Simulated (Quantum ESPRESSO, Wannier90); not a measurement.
CsHgF₃ (cubic perovskite): Wannier90 run

Materials Project entry mp-561947; symmetrised, unrelaxed at this level. COD (Crystallography Open Database) records the formula in this space group. Ideal cubic forms of this type are often high-temperature phases that distort on cooling; symmetry holds the cell here, and its stability was not tested. Computed values, not measurements, from PBEsol: Quantum ESPRESSO (norm-conserving PseudoDojo potentials, cutoff 68 Ry, no spin polarisation, no spin-orbit coupling) on a Γ-centred 6×6×6 mesh, then Wannier90. Density: 8×8×8 mesh, Gaussian smearing 0.01 Ry. Spin-orbit coupling is left out although heavy elements are present.

On the energy scale of pw.x, whose zero is arbitrary, the valence-band maximum lies at 5.34 eV.

Input w.win:

```
num_bands = 1
num_wann = 1
exclude_bands = 1-25,27-42
num_iter = 1000
conv_tol = 1.0e-6
conv_window = 4
write_hr = true
write_u_matrices = true
auto_projections = true
begin unit_cell_cart
ang
    4.5954500000    0.0000000000    0.0000000000
    0.0000000000    4.5954500000    0.0000000000
    0.0000000000    0.0000000000    4.5954500000
end unit_cell_cart
begin atoms_frac
Cs   0.0000000000  0.0000000000  0.0000000000
Hg   0.5000000000  0.5000000000  0.5000000000
F    0.0000000000  0.5000000000  0.5000000000
F    0.5000000000  0.0000000000  0.5000000000
F    0.5000000000  0.5000000000  0.0000000000
end atoms_frac
mp_grid = 6 6 6
begin kpoints
0.0000000000 0.0000000000 0.0000000000
0.0000000000 0.0000000000 0.1666666667
0.0000000000 0.0000000000 0.3333333333
... (213 more lines: the 6x6x6 mesh through Gamma)
end kpoints
```

Input of pw2wannier90.x that gives the overlap and projection files (equivalent; here they were cut from one run over all bands):

```
&inputpp
  outdir = './out'
  prefix = 'pwscf'
  seedname = 'w'
  write_amn = .true.
  write_mmn = .true.
  atom_proj = .true.
  atom_proj_exclude = 1 2 3 4 5 6 7 8 9 10 11 12 13 14 16 17 18 19 20 21 22 23 24 25 26 27
/
```

Output w.wout (banner and timings cut):

```
                                    ------
                                    SYSTEM
                                    ------

                              Lattice Vectors (Ang)
                    a_1     4.595450   0.000000   0.000000
                    a_2     0.000000   4.595450   0.000000
                    a_3     0.000000   0.000000   4.595450

                   Unit Cell Volume:      97.04745  (Ang^3)

                        Reciprocal-Space Vectors (Ang^-1)
                    b_1     1.367262   0.000000   0.000000
                    b_2     0.000000   1.367262   0.000000
                    b_3     0.000000   0.000000   1.367262

 *----------------------------------------------------------------------------*
 |   Site       Fractional Coordinate          Cartesian Coordinate (Ang)     |
 +----------------------------------------------------------------------------+
 | cs   1   0.00000   0.00000   0.00000   |    0.00000   0.00000   0.00000    |
 | hg   1   0.50000   0.50000   0.50000   |    2.29772   2.29772   2.29772    |
 | f    1   0.00000   0.50000   0.50000   |    0.00000   2.29772   2.29772    |
 | f    2   0.50000   0.00000   0.50000   |    2.29772   0.00000   2.29772    |
 | f    3   0.50000   0.50000   0.00000   |    2.29772   2.29772   0.00000    |
 *----------------------------------------------------------------------------*
                                ------------
                                K-POINT GRID
                                ------------

             Grid size =  6 x  6 x  6      Total points =  216

 *---------------------------------- MAIN ------------------------------------*
 |  Number of Wannier Functions               :                 1             |
 |  Number of Objective Wannier Functions     :                 1             |
 |  Number of input Bloch states              :                 1             |
 |  Output verbosity (1=low, 5=high)          :                 1             |
 |  Timing Level (1=low, 5=high)              :                 1             |
 |  Optimisation (0=memory, 3=speed)          :                 3             |
 |  Length Unit                               :               Ang             |
 |  Post-processing setup (write *.nnkp)      :                 F             |
 |  Using Gamma-only branch of algorithms     :                 F             |
 *----------------------------------------------------------------------------*
 *------------------------------- WANNIERISE ---------------------------------*
 |  Total number of iterations                :              1000             |
 |  Number of CG steps before reset           :                 5             |
 |  Trial step length for line search         :             2.000             |
 |  Convergence tolerence                     :         0.100E-05             |
 |  Convergence window                        :                 4             |
 |  Iterations between writing output         :                 1             |
 |  Iterations between backing up to disk     :               100             |
 |  Write r^2_nm to file                      :                 F             |
 |  Write xyz WF centres to file              :                 F             |
 |  Write on-site energies <0n|H|0n> to file  :                 F             |
 |  Use guiding centre to control phases      :                 F             |
 |  Use phases for initial projections        :                 F             |
 *----------------------------------------------------------------------------*
 *-------------------------------- PLOTTING ----------------------------------*
 |  Plotting Hamiltonian in WF basis          :                 T             |
 *----------------------------------------------------------------------------*

       ... (k-mesh section left out)

 Starting a new Wannier90 calculation ...

 Reading overlaps from w.mmn

 Reading projections from w.amn

 *------------------------------- WANNIERISE ---------------------------------*
 +--------------------------------------------------------------------+<-- CONV
 | Iter  Delta Spread     RMS Gradient      Spread (Ang^2)            |<-- CONV
 +--------------------------------------------------------------------+<-- CONV

 ------------------------------------------------------------------------------
 Initial State
  WF centre and spread    1  (  2.297725,  2.297725,  2.297725 )     4.93023817
  Sum of centres and spreads (  2.297725,  2.297725,  2.297725 )     4.93023817

      0     0.493E+01     0.0000000000        4.9302381629  <-- CONV
        O_D=      0.0000000 O_OD=      0.0000000 O_TOT=      4.9302382 <-- SPRD
 ------------------------------------------------------------------------------
      1     0.000E+00     0.0000000003        4.9302381629  <-- CONV
        O_D=      0.0000000 O_OD=      0.0000000 O_TOT=      4.9302382 <-- SPRD
      2     0.000E+00     0.0000000003        4.9302381629  <-- CONV
        O_D=      0.0000000 O_OD=      0.0000000 O_TOT=      4.9302382 <-- SPRD
      3     0.000E+00     0.0000000003        4.9302381629  <-- CONV
        O_D=      0.0000000 O_OD=      0.0000000 O_TOT=      4.9302382 <-- SPRD
      4     0.000E+00     0.0000000003        4.9302381629  <-- CONV
        O_D=      0.0000000 O_OD=      0.0000000 O_TOT=      4.9302382 <-- SPRD
             <<<     Delta < 1.000E-06  over  4 iterations     >>>
             <<< Wannierisation convergence criteria satisfied >>>
 Final State
  WF centre and spread    1  (  2.297725,  2.297725,  2.297725 )     4.93023817
  Sum of centres and spreads (  2.297725,  2.297725,  2.297725 )     4.93023817

         Spreads (Ang^2)       Omega I      =     4.930238163
        ================       Omega D      =     0.000000000
                               Omega OD     =     0.000000000
    Final Spread (Ang^2)       Omega Total  =     4.930238163
```
